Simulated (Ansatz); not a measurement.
Consider the following.

WSi$_{2}$ (MoSi2 type, space group I4/mmm)

```xyz
3
Lattice="-1.6147 1.6147 3.9339 1.6147 -1.6147 3.9339 1.6147 1.6147 -3.9339" Properties=species:S:1:pos:R:3 pbc="T T T"
W      0.0000     0.0000     0.0000
Si     0.0000     0.0000     2.6324
Si     0.0000     0.0000     5.2354
```

Scan: atom 1 (W, nearest neighbour Si at 2.628 Å; its periodic images, 3.2 Å or more away, move with it) is displaced along Cartesian [110], direction (0.707, 0.707, 0.000) in Cartesian axes, by s. The other atoms stay.

These are PBE (plane waves to 420 eV, PAW, scalar-relativistic; Ansatz, an electronic-structure program) values and carry that method's errors. k mesh 16×16×16 (Γ-centred), Fermi-Dirac smearing 0.05 eV. The energy includes the smearing's −TS. Left out: 2 of 11 points, with atoms too close for the PAW data. With partly filled bands, energies and forces of such displacements shift with the k mesh and the smearing. Spin-orbit coupling is left out, though W is heavy. The PAW data are Ansatz's earlier set. WSi2 is run without spin polarisation. WSi2 was relaxed with its symmetry unable to fall. The zero of ΔE is the undisplaced structure.

The scan covers s from -0.632 to 0.632 Å in 9 points.

Task: Is this a single well or a double well?

Result: A single well with its minimum at or next to zero displacement.

Task: Is the energy the same for equal positive and negative displacements?

Result: Even: the same for both signs. With its periodic images moving along, the atom's site symmetry in this cell is 4/mmm.

Task: What is the energy change at s = 0.632 Å?

Result: 3071 meV/cell.

Task: What force acts on the atom along the line at s = -0.632 Å?

Result: 12.8 eV/Å.

Task: What is the force constant k = d²E/ds² of this move at s = 0?

Result: 10.1 eV/Å².

(A displaced cell: forces are minus the slopes of the energy, force constants its curvatures, and phonons follow from these.)
